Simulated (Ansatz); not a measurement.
Relaxed MoSi$_{2}$ (MoSi2 type, space group I4/mmm):

```
MoSi2
1.0
   -1.60850     1.60850     3.93661
    1.60850    -1.60850     3.93661
    1.60850     1.60850    -3.93661
Mo Si
1 2
Cartesian
  0.00000   0.00000   0.00000
  0.00000   0.00000   2.63840
  0.00000   0.00000   5.23481
```

In this cell atom 1 (Mo, nearest neighbour Si at 2.619 Å; its periodic images, 3.2 Å or more away, move with it) is moved by s along Cartesian z, unit vector (0.000, 0.000, 1.000); all other atoms and the cell stay fixed.

These are PBE (plane waves to 420 eV, PAW, scalar-relativistic; Ansatz, a program for electronic structure) values and carry that method's errors. k mesh 16×16×16 (Γ-centred), Fermi-Dirac smearing 0.05 eV. Energies are smeared free energies. With partly filled bands, energies and forces of such displacements shift with the k mesh and the smearing. F∥ is the force on the atom along that direction. MoSi2 is run without spin polarisation. MoSi2 was relaxed with its symmetry unable to fall. The PAW data are Ansatz's earlier set. The zero of ΔE is the undisplaced structure.

```csv
s (Å),F∥ (eV/Å),ΔE (meV/cell)
-0.260,3.482,(withheld)
-0.208,2.711,(withheld)
-0.156,1.991,153
-0.104,1.307,68
-0.052,0.648,(withheld)
0.000,0.000,0
0.052,-0.648,(withheld)
0.104,-1.307,68
0.156,-1.991,153
0.208,-2.711,(withheld)
0.260,-3.482,(withheld)
```

Question: Some entries are withheld; supply them.

Answer: 
- -0.260, ΔE (meV/cell): 436
- -0.208, ΔE (meV/cell): 275
- -0.052, ΔE (meV/cell): 17
- 0.052, ΔE (meV/cell): 17
- 0.208, ΔE (meV/cell): 275
- 0.260, ΔE (meV/cell): 436

(A displaced cell: forces are minus the slopes of the energy, force constants its curvatures, and phonons follow from these.)
